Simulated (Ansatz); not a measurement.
**Zincblende alloy of ZnSe and BeSe (52 of 64 Zn sites exchanged), 128 atoms**

Ansatz, PAW, plane waves. PBEsol relaxation of volume and atoms (shape held) at the single k point (½, ½, ½); single points on the relaxed atoms at the Γ point alone, onto which points of the small cell's zone fold. Arrangement: quasirandom. No spin–orbit coupling unless named.

Relaxed structure:

```xyz
128
Lattice="0.0000 10.4488 10.4488 10.4488 0.0000 10.4488 10.4488 10.4488 0.0000" Properties=species:S:1:pos:R:3 pbc="T T T"
Be   20.8644   10.4480   10.4218
Be   15.6732   15.6951   20.8686
Be    5.1697    5.1912    5.2495
Be    5.2492    5.2181   10.4257
Be   15.6758   10.4694   15.6856
Be    5.2509   10.4139   10.4370
Be   10.4769    5.1938    5.3401
Be   10.4158    5.2462   10.4388
Be   10.4729   10.5071    5.2622
Be   10.4232   10.4199   10.3953
Be   10.4170   10.4115   15.7200
Be    2.6044    2.6154    5.2003
Be    2.6292    7.8357    5.2529
Be    2.6676    7.8901   10.3889
Be    7.8302    2.5966    5.2863
Be    7.8685    2.6430   10.4454
Be   18.2490    7.8706   10.3788
Be    7.8317    7.8334   10.4397
Be    7.8556    7.8573   15.6554
Be    7.8394   13.0131    5.2258
Be    7.7660   12.9943   10.3856
Be   13.0445    7.8758    5.2903
Be   13.0193    7.7710   10.4192
Be   13.0851   13.0495   10.3463
Be   13.0617   13.0259   15.7704
Be    2.6092    0.0029    2.6089
Be   13.0812    5.2439   13.0579
Be    2.6586    5.2258    7.8316
Be    2.6130   10.4185    7.8133
Be    7.8820   10.4540   18.2910
Be    7.8245    5.2036    7.8639
Be    7.8351    5.2218   13.0053
Be   18.2779   10.4921   13.0557
Be    7.8419   10.4578    7.8541
Be    7.8377   10.4244   13.0300
Be   18.2569   15.6704   18.3008
Be   13.0261    5.2335    7.8519
Be   13.0111   10.4442    7.8349
Be   10.4239   13.0317    2.6078
Be   10.4524    7.8854   18.2893
Be    5.2272   13.0597   13.0572
Be    5.2228    2.6581    7.8329
Be   15.6343    7.8082   13.0452
Be    5.2091    7.8219    7.8518
Be    5.2436    7.8669   13.0083
Be    5.2398   13.0203    7.8420
Be   10.4233    2.6048    7.8241
Be   10.4631    7.8393    7.8659
Be   10.4168    7.8317   13.0313
Be   10.4365   13.0193    7.8258
Be   15.6654    7.8106    7.8574
Be   15.7248   13.0733   13.0611
Zn    0.0116    5.2362    5.2397
Zn    5.2321    0.0150    5.2372
Zn   10.4479   15.6696   10.3667
Zn   15.6859   10.4610   10.4527
Zn   15.6888   15.6610   15.7100
Zn    2.6238    2.6158    0.0136
Zn    7.8101    7.8767    5.2706
Zn    7.7573    5.2109    2.6258
Zn   13.0558   10.4503   13.1142
Zn   13.1343   15.6656   13.0766
Zn   10.4766    7.9422    2.6225
Zn   10.4415   13.0135   13.0993
Se    1.2037    1.2036    1.3634
Se    1.4010    6.6169    6.6439
Se    6.6097    1.3847    6.6595
Se    6.4612    6.6344    1.2064
Se    6.4348    6.4369    6.6168
Se    6.5184    6.5223   11.7290
Se    6.5459   11.7378    6.5321
Se    6.5138   11.7354   11.7515
Se   11.7605    6.5486    6.5625
Se   11.7346    6.5115   11.7562
Se   11.7618   11.7824    6.5226
Se   11.7697   11.7439   11.5593
Se   11.7378   11.7197   17.0027
Se   11.8572   17.0810   11.6467
Se   17.0775   11.8570   11.8198
Se   17.0687   17.0670   17.0506
Se    4.0305    4.0278    1.3775
Se    3.8994    3.9148    6.5168
Se    3.9399    9.1428    6.5183
Se    3.9331    9.1740   11.7387
Se    9.1275    3.9156    6.5598
Se    9.1700    3.9325   11.7441
Se    9.0202    9.2253    1.2115
Se    9.2410    9.2438    6.6318
Se    9.1538    9.1554   11.7279
Se    9.1486    9.1496   16.9880
Se    9.0550   14.2855    6.6102
Se    9.0220   14.2536   11.6402
Se   14.3009    9.0828    6.6490
Se   14.3202    8.9647   11.7359
Se   14.4602   14.2608   11.6547
Se   14.2921   14.2870   17.1095
Se    3.8464    1.3796    3.8255
Se    3.9169    6.5298    3.9466
Se    3.9409    6.5314    9.1538
Se    3.9998   11.6489    9.0727
Se    9.1557    1.3237    9.1492
Se    9.2519    6.4379    4.0133
Se    9.1254    6.5462    9.1415
Se    9.0568    6.5844   14.2764
Se    9.1550   11.7426    3.9437
Se    9.1304   11.7412    9.1339
Se    9.0391   11.6415   14.4722
Se    9.0653   17.0718    9.0419
Se   14.3513    6.5011    9.1309
Se   14.3140   11.8066    9.0193
Se   14.4518   11.8713   14.4665
Se   14.3977   17.1926   14.4010
Se    1.3708    3.8485    3.8216
Se    1.3098    9.1733    9.1437
Se    6.4337    3.8087    4.0420
Se    6.5458    3.9200    9.1588
Se    6.4338    9.2261    3.8174
Se    6.5475    9.1247    9.1349
Se    6.6003    9.0789   14.2780
Se    6.4983   14.3653    9.1336
Se   11.6530    3.9927    9.0790
Se   11.8557    9.2730    4.0536
Se   11.7536    9.1289    9.1532
Se   11.6502    9.0469   14.4641
Se   11.8373   14.2934    9.0096
Se   11.7850   14.3540   14.5647
Se   17.0345    9.1061    9.0281
Se   17.0820   14.3125   14.2998
```

What are the mean bond lengths by pair (pairs within 1.2 times the sum of covalent radii, less contacts 15 % beyond the pair's median; cation–cation pairs of compounds aside; long ionic contacts are cut short by that bound)?

Be–Se 2.234 ± 0.017 Å (standard deviation, 208 bonds); Se–Zn 2.396 ± 0.012 Å (standard deviation, 48 bonds).

What gap lies between the top filled and the lowest empty level in the single points?

HSE06 with spin–orbit coupling 3.30 eV (22 min on NVIDIA GB200).
